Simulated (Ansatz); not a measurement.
SnGe:
```
SnGe
1.0
    4.36922     0.00000     0.00000
    0.00000     4.40543     0.00000
    0.00000     0.00000     6.26222
Ge Sn
2 2
Direct
  0.75000   0.00000   0.89027
  0.25000   0.00000   0.10973
  0.25000   0.50000   0.35693
  0.75000   0.50000   0.64307
```

Relaxed with PBE. Special points in fractions of this cell's reciprocal vectors: Γ (0.000, 0.000, 0.000); X (0.500, 0.000, 0.000); S (0.500, 0.500, 0.000); Y (0.000, 0.500, 0.000); Z (0.000, 0.000, 0.500); U (0.500, 0.000, 0.500); R (0.500, 0.500, 0.500); T (0.000, 0.500, 0.500).

Problem. List the band energies nearest the Fermi level at these points for DFT-PBE in the program Ansatz with PAW potentials.

Solution. In eV from the Fermi level; about four levels below and three above (degenerate sets whole), none deeper than 8.9 eV; points with the same levels are listed once.

```csv
k,below,above
Γ,-7.81 -2.55 -2.52 -1.17,0.03 0.08 0.32
X,-3.08 -3.08 -1.21 -1.21,1.60 1.60 4.16 4.16
S,-2.60 -2.60 -2.34 -2.34,0.75 0.75 1.01 1.01
Y,-3.27 -2.91 -1.75 -0.46,0.78 2.61 3.80
Z,-2.12 -1.89 -1.34 -0.93,0.85 1.03 2.10
U,-1.11 -1.11 -0.16 -0.16,3.44 3.44 3.53 3.53
R,-3.11 -3.11 -3.07 -3.07,3.40 3.40 3.59 3.59
T,-1.13 -1.11 -0.67 -0.32,0.55 3.06 3.40
```

Space group Pmma. The start of the workflow was typed in or built on a structure type; neither database checked (COD, Materials Project) lists it. Its standing as an ambient phase is unchecked. The PBE relaxation kept the symmetry of its start; whether a distortion lowers the energy is not shown. Spin–orbit coupling is left out wherever it is not named.

Potentials: the earlier of the program's two PAW sets.
